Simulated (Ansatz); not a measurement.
Total density of states per atom from the program Ansatz at the r²SCAN level (PAW), in 0.25 eV bins, energy from the Fermi level:

(E (eV), states/eV/atom): (-7.85, 0.30); (-7.60, 0.21); (-7.35, 0.20); (-7.10, 0.28); (-6.85, 0.28); (-6.60, 0.24); (-6.35, 0.22); (-6.10, 0.19); (-5.85, 0.10); (-5.60, 0.08); (-5.35, 0.09); (-5.10, 0.20); (-4.85, 0.32); (-4.60, 0.42); (-4.35, 0.50); (-4.10, 0.69); (-3.85, 0.56); (-3.60, 0.43); (-3.35, 0.96); (-3.10, 0.69); (-2.85, 0.83); (-2.60, 0.31); (-2.35, 0.69); (-2.10, 1.26); (-1.85, 1.72); (-1.60, 1.14); (-1.35, 1.03); (-1.10, 0.88); (-0.85, 0.50); (-0.60, 0.40); (-0.35, 0.33); (-0.10, 0.35); (0.15, 0.37); (0.40, 0.29); (0.65, 0.27); (0.90, 0.26); (1.15, 0.45); (1.40, 0.50); (1.65, 0.54); (1.90, 0.84); (2.15, 0.88); (2.40, 1.16); (2.65, 1.59); (2.90, 2.01); (3.15, 3.06)

Which compound is it?
(A) La3GaBr3, Pm-3m (La on 3c, Ga on 1b, Br on 3d)
(B) LaCoSi3, I4mm (La on 2a, Co on 2a, Si on 2a, Si on 4b)
(C) LaSi3Ru, I4mm (La on 2a, Si on 2a, Si on 4b, Ru on 2a)
(D) YSi2Ni2, I4/mmm (Y on 2a, Si on 4e, Ni on 4d)

B, LaCoSi3, I4mm (La on 2a, Co on 2a, Si on 2a, Si on 4b). Within 0.5 eV of the Fermi level: Si 3p 35 %, Co 3d 30 %, La 5d 13 %, Si 3s 7 %, La 4f 6 %, outside the projected shells 6 %. Projections are on Löwdin-orthogonalised atomic valence shells; empty p or d shells of many metals are not among them.

The first step of the workflow began from a Materials Project structure, measured or hypothetical; the Crystallography Open Database copy checked does not list it. Its standing as an ambient phase is unchecked. The r²SCAN relaxation kept the symmetry of its start; whether a distortion lowers the energy is not shown. No spin polarisation was allowed. Scalar-relativistic: spin–orbit coupling is off unless named, which matters more the heavier the elements.

Potentials: the later of the program's two PAW sets.
